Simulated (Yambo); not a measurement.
Material: AgI (space group P6_3mc, No. 186); a = b = 4.4329 Å, c = 14.5868 Å, α = β = 90.00°, γ = 120.00° (8 atoms in the cell). Cell and atoms were relaxed with PBE+D3(BJ) from Materials Project entry mp-580941, within its symmetry.

With PBEsol (Quantum ESPRESSO, PseudoDojo norm-conserving, 82 Ry, without SOC), the gap between the mesh's edge points (Γ → Γ) is 1.319 eV.

Q: Estimate the G0W0 gap between the same points from Yambo (3×3×1 Γ-centred k mesh, bands 17 to 392 and a 7 Ry block in the screening, 392 bands in G with the Bruneval-Gonze terminator, plasmon pole fitted at 27.2 eV).

A: The correction is 1.150 eV, giving 2.469 eV, 1.9 times the PBEsol value.  Nearest settings tried, and what they do to the gap: 256 bands in G: +3 meV; 188 bands in W: +60 meV; 6 Ry block (447 vectors against 539): -15 meV. Not varied: mesh. So the settings aren't converged at that level. The k mesh is coarse. Without spin-orbit coupling, band edges of such heavy elements can be off by tenths of an eV.
